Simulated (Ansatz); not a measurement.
CaI2:
```
CaI2
1.0
    4.51784     0.00000     0.00000
   -2.25892     3.91257     0.00000
    0.00000     0.00000     7.24981
Ca I
1 2
Direct
  0.00000   0.00000   0.00000
  0.33333   0.66667   0.24308
  0.66667   0.33333   0.75692
```

This is the r²SCAN-relaxed structure.

Problem. All from DFT-r²SCAN in the program Ansatz with PAW potentials, unless another level is named. Estimate the band gap.

Solution. 4.15 eV (indirect).

Problem. Predict the smallest direct gap on the standard path.

Solution. 4.78 eV.

Problem. What about the formation energy from the elements (no fitted shifts)?

Solution. -1.87 eV/atom.

Problem. What about the conduction-band minimum?

Solution. at M (3 equivalent valleys).

Problem. And the valence-band maximum?

Solution. at Γ.

Space group P-3m1 (CdI2 type). The workflow started from a Materials Project entry (that database holds measured and hypothetical structures alike); the Crystallography Open Database files this formula in space group No. 164, but the cells were not matched. Whether it is the stable phase at ambient conditions was not checked. The cell was relaxed with r²SCAN under the symmetry of its start; its stability against distortions is not shown here. A crystal of weakly bound layers computed without a dispersion correction: the cell and the soft elastic constants depend strongly on that. The references are the lowest solids computed at this level, not always the standard phases. Spin–orbit coupling is left out wherever it is not named.

Potentials: the later of the program's two PAW sets.
